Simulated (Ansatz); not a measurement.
TePt:
```
CELL_PARAMETERS angstrom
      3.60081     0.00000     0.00000
      0.00000     3.49420     0.00000
      0.00000     0.00000     7.23374
ATOMIC_POSITIONS crystal
  Pt 0.25000 0.00000 0.85614
  Pt 0.75000 0.00000 0.14386
  Te 0.25000 0.50000 0.27875
  Te 0.75000 0.50000 0.72125
```

This is the PBEsol-relaxed structure.

### Question
All from the program Ansatz at the PBEsol level (PAW), unless another level is named. Give the electronic character.

### Answer
metallic (no gap).

### Question
Predict the formation energy from the elements (no fitted shifts).

### Answer
-5.2 kJ/mol of atoms.

### Question
What about the density of states at the Fermi level?

### Answer
0.38 states/eV per atom (mean over ±0.08 eV).

Space group Pmma. The start of the workflow was typed in or built on a structure type; neither database checked (COD, Materials Project) lists it. COD files the formula under space group No. 166, 194. Whether it is the stable phase at ambient conditions was not checked. Symmetry was held in the PBEsol relaxation; its stability against distortions is not shown here. No spin polarisation was allowed. The volume moved by 16 % from the start of the relaxation. The references are the lowest solids computed at this level, not always the standard phases. Scalar-relativistic: spin–orbit coupling is off unless named, which matters more the heavier the elements.

Potentials: the earlier of the program's two PAW sets. The files were generated under PBE; for other functionals the program regenerates the frozen cores, and for LDA and PBEsol the local potential too.
